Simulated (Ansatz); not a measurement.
Relaxed-ion elastic tensor of MoIr3 (Cu3Au type, Pm-3m) in GPa (Voigt order), DFT-PBEsol in the program Ansatz with PAW potentials; density 19.62 g/cm³, 14.23 Å³ per atom.

|  | 1 | 2 | 3 | 4 | 5 | 6 |
|---|---|---|---|---|---|---|
| 1 | 613 | 245 | 245 | 0.0 | 0.0 | 0.0 |
| 2 | 245 | 613 | 245 | 0.0 | 0.0 | 0.0 |
| 3 | 245 | 245 | 613 | 0.0 | 0.0 | 0.0 |
| 4 | 0.0 | 0.0 | 0.0 | 275 | 0.0 | 0.0 |
| 5 | 0.0 | 0.0 | 0.0 | 0.0 | 275 | 0.0 |
| 6 | 0.0 | 0.0 | 0.0 | 0.0 | 0.0 | 275 |

Question: Is the crystal mechanically stable?

Answer: Yes: the smallest eigenvalue of C is 275 GPa.

Question: Work out the Voigt, Reuss and Hill averages.

Answer: K_V = 368, K_R = 368, K_H = 368; G_V = 239, G_R = 230, G_H = 234 GPa.

Question: Give Young's modulus, Poisson's ratio, Pugh's ratio and the universal anisotropy index.

Answer: E = 9KG/(3K + G) = 579 GPa; ν = 0.24; K/G = 1.57 (brittle by the Pugh limit of 1.75); A_U = 5G_V/G_R + K_V/K_R − 6 = 0.20.

Question: Estimate the sound speeds and the Debye temperature.

Answer: v_l = √((K + 4G/3)/ρ) = 5890 m/s, v_t = √(G/ρ) = 3450 m/s, mean 3830 m/s; Θ = (h/k)(3n/4πV)^(1/3) v_m = 470 K.

Question: Give the Zener ratio and Young's modulus along [100], [110] and [111].

Answer: A = 2C44/(C11 − C12) = 1.50; 1/E = S11 − 2(S11 − S12 − S44/2)Γ with Γ = 0, 1/4, 1/3 gives 473, 601, 661 GPa.

Question: Solve the Christoffel equation for the three sound speeds along [100], [110], [111].

Answer: Eigenvalues of C_ijkl n_j n_l equal ρv². In km/s, slowest first: [100] 3.75, 3.75, 5.59; [110] 3.06, 3.75, 5.99; [111] 3.30, 3.30, 6.12.

The cell is a constructed one: a structure type filled with these elements; neither database checked (COD, Materials Project) lists it. COD files the formula under space group No. 194. Its standing as an ambient phase is unchecked. The PBEsol relaxation kept the symmetry of its start; its stability against distortions is not shown here. No spin polarisation was allowed. As this level gives no gap, shear constants depend on the k-mesh and smearing (Fermi–Dirac, 0.1 eV here). Spin–orbit coupling is left out wherever it is not named.

Potentials: the earlier of the program's two PAW sets. The files were generated under PBE; for other functionals the program regenerates the frozen cores, and for LDA and PBEsol the local potential too.
